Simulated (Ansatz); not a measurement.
CoGe (rock salt, Fm-3m), PBE in the plane-wave PAW code Ansatz, all energies at zero smearing, with the estimated change up to a 700 eV cutoff added, with one set of potentials and settings (totals compare only within such a set). Cell of 2 atoms (1 Ge, 1 Co): -9420.668 eV.

```json
[
 {"element": "Ge", "reference phase": "Fd-3m, 2 atoms in the cell", "E (eV/atom)": "-4294.9847"},
 {"element": "Co", "reference phase": "P6_3/mmc, 2 atoms in the cell, spin-polarised", "E (eV/atom)": "-5126.1559"}
]
```

Formation energy per atom, worked out: (-9420.668 − 1×(-4294.9847) − 1×(-5126.1559))/2 = 0.236 eV/atom (23 kJ per mol of atoms), at 0 K, without zero-point energy or fitted corrections.

A made-up cell: these elements were put on the sites of a structure type; neither database checked (COD, Materials Project) lists it. Whether it is the stable phase at ambient conditions was not checked. The cell was relaxed with PBE under the symmetry of its start; whether a distortion lowers the energy is not shown. The workflow began spin-polarised and lost its moments. The references are the lowest solids computed at this level, not always the standard phases.

Potentials: the later of the program's two PAW sets.
